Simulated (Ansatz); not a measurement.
The start is a generated cell, Fe built in the beta-W structure type. The cell and all atomic positions are relaxed at zero pressure with r2SCAN (plane waves to 500 eV, PAW, scalar-relativistic; Ansatz, an electronic-structure program). The first steps use a coarse 7×7×7 k-mesh.

Input geometry:
```
Fe
1.0
    4.58601     0.00000     0.00000
    0.00000     4.58601     0.00000
    0.00000     0.00000     4.58601
Fe
8
Direct
  0.25000   0.00000   0.50000
  0.75000   0.00000   0.50000
  0.00000   0.50000   0.25000
  0.00000   0.50000   0.75000
  0.50000   0.25000   0.00000
  0.50000   0.75000   0.00000
  0.00000   0.00000   0.00000
  0.50000   0.50000   0.50000
```
Spin-polarised start, with parallel moments on Fe.

Problem. By how much does the energy per atom fall from start to end?

Solution. Under 0.01 eV/atom.

Problem. How does the volume change?

Solution. -0.4 %, from 12.06 to 12.01 Å³/atom.

Problem. What band gap does the relaxed structure have at this level?

Solution. Zero (metallic).

Problem. Give the final cell and atomic positions.

Solution. 
Space group Pm-3n (No. 223); a = b = c = 4.580 Å, α = β = γ = 90.00°

| atom | site | symmetry | x | y | z |
|---|---|---|---|---|---|
| Fe | 6c | -4m.2 | 0.0000 | 0.5000 | 0.2500 |
| Fe | 2a | m-3. | 0.0000 | 0.0000 | 0.0000 |

The space group stays Pm-3n (No. 223) (the run could not lower it), with 8 atoms in the primitive magnetic cell. Final values are on a 10×10×10 k-mesh of the relaxed cell. Spin state reached: ferromagnetic (net 2.69 μB/atom), from parallel starting moments; other spin orders were not run from this start. r2SCAN tends to overstate moments in metals.

The run could not lose the symmetry of its start, so the end can be a saddle point.

All atoms sit on sites fixed by symmetry, so only the cell could relax.

The relaxed structure here is a generated cell of Fe: the first start was made by placing the elements on the sites of a structure type, and the end was not matched to a known phase here, so it may be hypothetical. Known forms of Fe include space group No. 229.
